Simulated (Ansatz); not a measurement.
Li2Pd:
```xyz
3
Lattice="4.2168 0.0000 0.0000 -2.1084 3.6519 0.0000 0.0000 0.0000 2.6904" Properties=species:S:1:pos:R:3 pbc="T T T"
Li     0.0000     2.4346     1.3452
Li     2.1084     1.2173     1.3452
Pd     0.0000     0.0000     0.0000
```

Relaxed with r²SCAN. Special points in fractions of this cell's reciprocal vectors: Γ (0.000, 0.000, 0.000); M (0.500, 0.000, 0.000); K (0.333, 0.333, 0.000); A (0.000, 0.000, 0.500); L (0.500, 0.000, 0.500); H (0.333, 0.333, 0.500).

Question: List the band energies nearest the Fermi level at these points for r²SCAN (plane waves, PAW; program Ansatz).

Answer: In eV from the Fermi level; about four levels below and three above (degenerate sets whole), none deeper than 8.9 eV; … stands for higher levels left out; points with the same levels are listed once.

```json
[
 {"k": "Γ", "below": "-3.18 -3.18 -1.16 -1.16", "above": "4.32 4.32 6.03 6.03"},
 {"k": "M", "below": "-1.97 -1.86 -1.25 -1.18", "above": "0.88 7.51 13.06"},
 {"k": "K", "below": "-1.22 -1.22 -0.62 -0.62", "above": "9.34 …"},
 {"k": "A", "below": "-3.45 -3.45 -3.40 -2.30 -2.30", "above": "0.85 1.92 7.37 7.37"},
 {"k": "L", "below": "-3.65 -2.74 -1.93 -1.22", "above": "0.77 1.51 4.16"},
 {"k": "H", "below": "-3.75 -3.75 -2.33 -2.33 -1.19", "above": "1.62 2.36 2.36"}
]
```

Space group P6/mmm. The workflow started from a Materials Project entry (that database holds measured and hypothetical structures alike); the Crystallography Open Database files this formula in space group No. 191, but the cells were not matched. Its standing as an ambient phase is unchecked. Symmetry was held in the r²SCAN relaxation; its stability against distortions is not shown here. No spin polarisation was allowed. Scalar-relativistic: spin–orbit coupling is off unless named, which matters more the heavier the elements.

Potentials: the later of the program's two PAW sets.
